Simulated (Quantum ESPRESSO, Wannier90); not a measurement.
# SnTe (rock salt): Wannier90 run

```xyz
2
Lattice="0.0000 3.1858 3.1858 3.1858 0.0000 3.1858 3.1858 3.1858 0.0000" Properties=species:S:1:pos:R:3 pbc="T T T"
Sn     0.0000     0.0000     0.0000
Te     3.1858     3.1858     3.1858
```

Cell from Materials Project (mp-1883), symmetrised, no further relaxation. COD (Crystallography Open Database) has an entry of this formula and space group (matched by these alone). Method: PBEsol plane waves in Quantum ESPRESSO 7.5 (PseudoDojo norm-conserving files, 66 Ry, no spin polarisation, no spin-orbit coupling), Bloch states on a 8×8×8 mesh through Γ, Wannier90 4.0.1. Density: 8×8×8 mesh, cold smearing 0.01 Ry. Spin-orbit coupling is left out although heavy elements are present.

A tight-binding model is made by disentanglement and projection with no localisation steps (num_iter = 0), so the 8 orbitals stay atom-like: hydrogen-like Sn: s;p; Te: s;p, axes along x, y, z; frozen window up to 1.50 eV relative to the Fermi level. It follows pw.x to 4.5 meV rms for states up to 1.0 eV relative to the Fermi level. Matrix elements depend on this choice of orbitals and windows.

Problem. What are the on-site energies relative to the Fermi level, and how fast do the hoppings decay?

Solution. 
| atom | orbitals | energy (eV) |
|---|---|---|
| Sn1 | s | -6.18 |
| Sn1 | pz px py | 0.75 |
| Te2 | s | -10.50 |
| Te2 | pz px py | -1.33 |

| distance of the centres (Å) | largest modulus (eV) |
|---|---|
| 3–4 | 1.9 |
| 4–5 | 0.14 |
| 5–6 | 0.0059 |
| 6–7 | 0.36 |
| 7–8 | 0.014 |
| 9–10 | 0.079 |
| 10–11 | 0.0077 |
| 11–12 | 0.0017 |
| 12–13 | 0.025 |
